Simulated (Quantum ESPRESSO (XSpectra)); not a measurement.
Quantum ESPRESSO (XSpectra) run for X-ray absorption at the Se K edge of SiSe2 (Ibam). Geometry: Materials Project entry mp-568264 (a computed structure). The cell is the entry's, not relaxed again. The ground-state test found a gap, so occupations are fixed and the excited electron is left out (charged cell on a uniform background); energies count from the highest occupied level. pw.x input:

```
&CONTROL
  calculation = 'scf'
  prefix = 'x'
  pseudo_dir = './pseudo'
  outdir = './out'
/
&SYSTEM
  ibrav = 0
  nat = 24
  ntyp = 3
  ecutwfc = 35
  tot_charge = 1
  occupations = 'fixed'
/
&ELECTRONS
  conv_thr = 2.4e-07
  mixing_beta = 0.4
/
ATOMIC_SPECIES
Seh 78.971 Se.lda-tm-gipaw-star1s.UPF
Si 28.085 Si.lda-tm-gipaw.UPF
Se 78.971 Se.lda-tm-gipaw.UPF
CELL_PARAMETERS angstrom
  -6.224030000    0.000000000   -5.870900000
   6.224030000    0.000000000   -5.870900000
   0.000000000  -10.020440000    0.000000000
ATOMIC_POSITIONS crystal
Si     0.125000000    0.625000000    0.500000000
Si     0.125000000    0.125000000    0.000000000
Si     0.625000000    0.125000000    0.500000000
Si     0.625000000    0.625000000    0.000000000
Si     0.375000000    0.875000000    0.500000000
Si     0.375000000    0.375000000    0.000000000
Si     0.875000000    0.375000000    0.500000000
Si     0.875000000    0.875000000    0.000000000
Seh    0.398390000    0.101610000    0.379350000
Se     0.398390000    0.601610000    0.879350000
Se     0.898390000    0.601610000    0.379350000
Se     0.898390000    0.101610000    0.879350000
Se     0.101610000    0.898390000    0.120650000
Se     0.101610000    0.398390000    0.620650000
Se     0.601610000    0.398390000    0.120650000
Se     0.601610000    0.898390000    0.620650000
Se     0.148390000    0.851610000    0.620650000
Se     0.148390000    0.351610000    0.120650000
Se     0.648390000    0.351610000    0.620650000
Se     0.648390000    0.851610000    0.120650000
Se     0.351610000    0.148390000    0.879350000
Se     0.351610000    0.648390000    0.379350000
Se     0.851610000    0.648390000    0.879350000
Se     0.851610000    0.148390000    0.379350000
K_POINTS automatic
2 2 2 0 0 0
```

xspectra.x input:

```
&input_xspectra
  calculation = 'xanes_dipole'
  edge = 'K'
  prefix = 'x'
  outdir = './out'
  xonly_plot = .false.
  xiabs = 1
  xcoordcrys = .false.
  xepsilon(1) = 1.0
  xepsilon(2) = 0.0
  xepsilon(3) = 0.0
  xniter = 1500
  xcheck_conv = 50
  xerror = 0.002
  x_save_file = 'x0.sav'
/
&plot
  xnepoint = 451
  xemin = -5.0
  xemax = 40.0
  xgamma = 1.5
  terminator = .true.
  cut_occ_states = .true.
/
&pseudos
  filecore = 'core.wfc'
/
&cut_occ
  cut_desmooth = 0.1
  cut_stepl = 0.01
  cut_ierror = 1e-6
/
2 2 2 1 1 1
```

End of the pw.x output:

```
    -0.2462  -0.1441  -0.0716  -0.0410   0.1991   0.2410   0.3541   0.5843
     0.6117   0.6220   0.8870   0.8988   0.9827   1.2489   1.2913   1.4129
     1.4354   1.4615   1.4717   1.5277   1.9854   2.0154   2.1266   2.5902

          k = 0.0000 0.4269 0.7287 ( 17264 PWs)   bands (ev):

   -14.7122 -11.8953 -11.6614 -11.5063 -11.1743 -11.0197 -11.0106 -10.5056
   -10.2254 -10.1604 -10.0488  -9.9612  -9.7661  -9.7071  -9.6900  -9.6845
    -5.9795  -5.5079  -5.0187  -4.5841  -3.9926  -3.9845  -3.9776  -3.5330
    -3.1649  -2.9504  -2.6849  -2.1488  -1.9173  -1.8988  -1.6732  -1.6075
    -1.5210  -1.4321  -1.2909  -1.0978  -1.0079  -0.8964  -0.8835  -0.8148
    -0.4141  -0.3360   0.1088   0.1194   0.1484   0.1571   0.3149   0.3756
     0.4386   0.5298   0.8481   1.0732   1.1013   1.2218   1.2881   1.2943
     1.4448   1.4641   1.6006   1.6296   1.9526   1.9938   2.1106   2.5691

     highest occupied level (ev):     2.5902

!    total energy              =    -725.94674132 Ry
     estimated scf accuracy    <       0.00000018 Ry

     The total energy is the sum of the following terms:
     one-electron contribution =     -58.73862809 Ry
     hartree contribution      =      76.64941338 Ry
     xc contribution           =    -449.37641562 Ry
     ewald contribution        =    -294.48111100 Ry

     convergence has been achieved in  11 iterations

     XML data file, charge density, pseudopotentials, collected wavefunctions
```

xspectra.x output, shortened:

```
... Begin STEP 1 ...

        Radial transition matrix element(s) used in the calculation of the
        initial vector of the Lanczos basis (|tilde{phi}_abs> normalized)
        | For PAW proj. (l=1) #1: radial matrix element =   0.003687209
        | For PAW proj. (l=1) #2: radial matrix element =   0.004737717

NB: the     2 k-point are not all listed below because npool=  4
        |-------------------------------------------------------------
        ! k-point #     1:  ( 0.0000, -0.2135, -0.3643),  0.2500,   1
        |-------------------------------------------------------------
 okvan= F
        |   Norm of the initial Lanczos vector: 0.28522735E-02
        !   => CONVERGED at iter    200 with error=  0.00106281
        |-------------------------------------------------------------
        ! k-point #     2:  ( 0.0000, -0.6404, -0.3643),  0.2500,   1
        |-------------------------------------------------------------
 okvan= F
        |   Norm of the initial Lanczos vector: 0.28522735E-02
        !   => CONVERGED at iter    200 with error=  0.00106281

     Results of STEP 1 successfully written in x_save_file
     x_save_file name:
     ->  x0.sav
     x_save_file version:  2

     ... End STEP 1 ...

     ... Begin STEP 2 ...

     The spectrum is calculated using the following parameters:
        energy-zero of the spectrum [eV]:    2.5902
        the occupied states are elimintate from the spectrum

        ...
... Begin STEP 2 ...

     The spectrum is calculated using the following parameters:
        energy-zero of the spectrum [eV]:    2.5902
        the occupied states are elimintate from the spectrum
        xemin [eV]:  -5.00
        xemax [eV]:  40.00
        xnepoint:  451
        constant broadening parameter [eV]:    1.500
        Core level energy [eV]: -0.1266E+05
         (from electron binding energy of neutral atoms in X-ray data booklet)

     Cross-section successfully written in xanes.dat

     ... End STEP 2 ...

     xanes        :      5.00s CPU      5.12s WALL (       1 calls)

     -------------------------------------------------------------------------
                                END JOB XSpectra
     -------------------------------------------------------------------------
```

xanes.dat for the field along x, every fifth line (energy in eV, cross section):

```
   -5.000   5.1570e-05
   -4.500   5.6760e-05
   -4.000   6.2930e-05
   -3.500   7.0350e-05
   -3.000   7.9410e-05
   -2.500   9.0680e-05
   -2.000   1.0500e-04
   -1.500   1.2350e-04
   -1.000   1.4810e-04
   -0.500   1.8160e-04
    0.000   2.2840e-04
    0.500   2.9520e-04
    1.000   3.8790e-04
    1.500   5.0540e-04
    2.000   6.2560e-04
    2.500   7.1200e-04
    3.000   7.4310e-04
    3.500   7.2620e-04
    4.000   6.8500e-04
    4.500   6.4120e-04
    5.000   6.1210e-04
    5.500   6.0900e-04
    6.000   6.2950e-04
    6.500   6.5520e-04
    7.000   6.6740e-04
    7.500   6.6270e-04
    8.000   6.4570e-04
    8.500   6.2130e-04
    9.000   5.9870e-04
    9.500   5.8550e-04
   10.000   5.7670e-04
   10.500   5.6220e-04
   11.000   5.4450e-04
   11.500   5.3470e-04
   12.000   5.3680e-04
   12.500   5.4710e-04
   13.000   5.5970e-04
   13.500   5.7160e-04
   14.000   5.8400e-04
   14.500   5.9890e-04
   15.000   6.1460e-04
   15.500   6.2570e-04
   16.000   6.2880e-04
   16.500   6.2750e-04
   17.000   6.2980e-04
   17.500   6.4070e-04
   18.000   6.5610e-04
   18.500   6.6470e-04
   19.000   6.5960e-04
   19.500   6.4470e-04
   20.000   6.2800e-04
   20.500   6.1230e-04
   21.000   5.9830e-04
   21.500   5.8730e-04
   22.000   5.8090e-04
   22.500   5.7740e-04
   23.000   5.7130e-04
   23.500   5.5810e-04
   24.000   5.4140e-04
   24.500   5.2900e-04
   25.000   5.2520e-04
   25.500   5.2970e-04
   26.000   5.4090e-04
   26.500   5.5470e-04
   27.000   5.6360e-04
   27.500   5.6260e-04
   28.000   5.5480e-04
   28.500   5.4760e-04
   29.000   5.4310e-04
   29.500   5.3810e-04
   30.000   5.2830e-04
   30.500   5.1350e-04
   31.000   4.9700e-04
   31.500   4.8170e-04
   32.000   4.6880e-04
   32.500   4.5770e-04
   33.000   4.4860e-04
   33.500   4.4380e-04
   34.000   4.4640e-04
   34.500   4.5630e-04
   35.000   4.6870e-04
   35.500   4.7780e-04
   36.000   4.8170e-04
   36.500   4.8260e-04
   37.000   4.8140e-04
   37.500   4.7600e-04
   38.000   4.6400e-04
   38.500   4.4630e-04
   39.000   4.2810e-04
   39.500   4.1500e-04
   40.000   4.0880e-04
```
